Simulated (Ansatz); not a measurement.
InP:
```yaml
crystal:
  lattice:
    - [0.00000, 2.95362, 2.95362]
    - [2.95362, 0.00000, 2.95362]
    - [2.95362, 2.95362, 0.00000]
  atoms:
    - { symbol: In, position: [0.00000, 0.00000, 0.00000] }
    - { symbol: P, position: [0.75000, 0.75000, 0.75000] }
```

Relaxed with r²SCAN. Special points in fractions of this cell's reciprocal vectors: Γ (0.000, 0.000, 0.000); X (0.500, 0.000, 0.500); U (0.625, 0.250, 0.625); K (0.375, 0.375, 0.750); L (0.500, 0.500, 0.500); W (0.500, 0.250, 0.750).

Problem. List the band energies nearest the valence-band maximum at these points for DFT-r²SCAN with spin–orbit coupling in the program Ansatz with PAW potentials.

Solution. In eV from the valence-band maximum; about four levels below and three above (degenerate sets whole), none deeper than 8.9 eV; points with the same levels are listed once.

```tsv
k	below	above
Γ	0.00 0.00 0.00 0.00	1.00 1.00 4.09 4.09
X	-2.41 -2.41 -2.32 -2.32	2.01 2.01 2.51 2.51
U	-3.38 -3.29 -1.98 -1.97	2.61 2.62 4.65
L	-1.06 -1.06 -0.95 -0.95	1.77 1.77 5.02 5.02
W	-3.06 -2.99 -2.93 -2.87	4.54 4.54 4.64
```

Space group F-43m (zinc blende). Symmetry was held in the r²SCAN relaxation; of distortions, only those at the zone centre were tested.

Potentials: the earlier of the program's two PAW sets.
